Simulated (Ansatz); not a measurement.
The guess for MgGe2N3 was proposed by analogy with related compounds (P-3m1, No. 164). Its size is a guess.

```
Mg Ge N
1.0
     3.20000    0.00000    0.00000
    -1.60000    2.77128    0.00000
     0.00000    0.00000    8.90000
Mg Ge N
1 2 3
Direct
  0.00000 0.00000 0.00000
  0.33333 0.66667 0.33330
  0.66667 0.33333 0.66670
  0.66667 0.33333 0.16670
  0.33333 0.66667 0.83330
  0.00000 0.00000 0.50000
```

These are results of DFT PBE, scalar-relativistic, plane waves, PAW in Ansatz 0.2.0, not measurements. Cutoff 420 eV, Gaussian smearing, Γ-centred meshes. Cell and atoms relax first on a coarse mesh, the cell is then made exact in the group found at 0.06 to 0.08 Å, and last on a converged mesh; the steps can't lower the symmetry of their start. No spin polarisation.

A guess keeps its type if space group and coordination stay and the shape of the cell changes little (axis ratios within about 15 %, angles within 6°); the volume may change.

Question: Does it keep its structure type, or change into something else?

Answer: It keeps its type. The symmetry stays P-3m1 (No. 164). The volume per atom shrinks by 22.0 %, from 13.2 to 10.3 Å³. The shortest distance goes from 2.37 Å (Ge–N and Mg–N) to 2.08 Å (Ge–N). The ratio c/a of the conventional cell changes by a factor of 0.89. Counting neighbours within 15 % of an atom's shortest distance, the start has Ge 6, Mg 6, N 6 and the end Ge 6, Mg 6, N 6.

The last run used a 12×12×4 mesh (in the run's order of axes) for its 6-atom cell and Gaussian smearing of 0.10 eV. An odd number of electrons in the primitive cell allows no gap without spin; a larger cell or a magnetic state could open one. Symmetry constrained the relaxation, so the result can be a saddle point. Another cell of the same search, in P1, lies 224 meV/atom lower, so this cell isn't the stable form at this level.
